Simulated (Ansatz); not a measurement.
Relaxed WC (WC type, space group P-6m2):

```
CELL_PARAMETERS angstrom
      5.82515     0.00000     0.00000
     -1.45629     2.52236     0.00000
      0.00000     0.00000     2.83670
ATOMIC_POSITIONS crystal
  W  0.00000 0.00000 0.00000
  W  0.50000 0.00000 0.00000
  C  0.33333 0.33333 0.50000
  C  0.83333 0.33333 0.50000
```

In this cell atom 1 (W, nearest neighbour C at 2.200 Å; its periodic images, 2.8 Å or more away, move with it) is moved by s along Cartesian x, unit vector (1.000, 0.000, 0.000); all other atoms and the cell stay fixed.

Level of theory: r2SCAN (plane waves to 500 eV, PAW, scalar-relativistic; Ansatz, an electronic-structure program). k mesh 15×15×13 (Γ-centred), Fermi-Dirac smearing 0.05 eV. Energies are smeared free energies. With partly filled bands, energies and forces of such displacements shift with the k mesh and the smearing. Spin-orbit coupling is left out, though W is heavy. The PAW data are Ansatz's earlier set. WC is run without spin polarisation. WC was relaxed with its symmetry unable to fall. ΔE is measured from the undisplaced structure. The last digit holds for this mesh only.

```
s (Å)   ΔE (meV/cell)
------  -------------
-0.440         2616.7
-0.352         1694.3
-0.264          967.5
-0.176          437.0
-0.088          110.9
0.000             0.0
0.088           113.7
0.176           457.3
0.264          1030.7
0.352          1827.6
0.440        withheld
```

Question: Fit a polynomial form (powers 2, 3, 4) to the given rows and predict ΔE at s = 0.440.

Answer: Least squares on the 10 given rows: ΔE = (14380)·s² + (1513)·s³ + (-1089)·s⁴, in meV/cell with s in Å; root-mean-square residual 3.20 meV/cell. At 0.440 the fit gives 2872.0 meV/cell; the calculation gives 2834.3 meV/cell, so the extrapolation is off by 37.7 (+1.3 %). The quadratic term alone would give 2784.0 meV/cell.

(A displaced cell: forces are minus the slopes of the energy, force constants its curvatures, and phonons follow from these.)
